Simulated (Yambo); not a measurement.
**Rb$_{2}$PtC$_{2}$: sweep of GW parameters**

G0W0@PBEsol for Rb2PtC2 (space group P-3m1, No. 164) in Yambo. Reference settings: 3×3×2 Γ-centred k mesh, bands 5 to 241 and a 8 Ry block in the screening, 241 bands in G with the Bruneval-Gonze terminator, plasmon pole fitted at 27.2 eV. The PBEsol gap A → (0, 0.333, -0.5) on this mesh is 1.24 eV; G0W0 gaps are taken between the same points.

```tsv
change from the reference	G0W0 gap A → (0, 0.333, -0.5) (eV)	shift of the valence edge (eV)	rough Yambo cost
reference settings	2.08	-0.49	1
152 bands in G	2.07	-0.48	–
108 bands in W	2.08	-0.34	about 1/2
3 Ry block	1.95	-0.28	within a factor of two
7 Ry block	2.07	-0.47	within a factor of two
pole fitted at 55 eV	2.10	-0.59	–
no random integration	2.06	-0.36	–
152 bands in G, no terminator	1.91	-0.16	–
```

The reference isn't shown to be the converged limit. Costs are rough (shared machines), scaled to the same edge states, and given only for runs that recompute the screening. The mesh misses a band edge: along a dense path the PBEsol gap is 1.03 eV against 1.24 eV on the mesh.

Without spin-orbit coupling, band edges of such heavy elements can be off by tenths of an eV.

Geometry of the Materials Project entry, not relaxed at this level; primitive cell a = 5.4059 Å, b = 5.4059 Å, c = 5.2008 Å, α = 90.00°, β = 90.00°, γ = 120.00°.

A shift is the quasiparticle energy of the state minus its PBEsol energy.
